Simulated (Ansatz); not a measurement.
SiO₂ in space group P3_121 (No. 152; Si on 3a, O on 6c), DFT-r²SCAN in the program Ansatz with PAW potentials, all energies at zero smearing, with the estimated change up to a 700 eV cutoff added, with one set of potentials and settings (totals compare only within such a set). Cell of 9 atoms (3 Si, 6 O): -5340.329 eV.

| element | reference phase | E (eV/atom) |
|---|---|---|
| Si | Fd-3m, 2 atoms in the cell | -639.0665 |
| O | C2/m, 4 atoms in the cell, spin-polarised | -566.0346 |

Formation energy per atom, worked out: (-5340.329 − 3×(-639.0665) − 6×(-566.0346))/9 = -2.991 eV/atom (-289 kJ per mol of atoms), at 0 K, without zero-point energy or fitted corrections.

Symmetry was held in the r²SCAN relaxation. The references are the lowest solids computed at this level, not always the standard phases (solids in place of the gases).

Potentials: the earlier of the program's two PAW sets. The files were generated under PBE; for other functionals the program regenerates the frozen cores, and for LDA and PBEsol the local potential too.
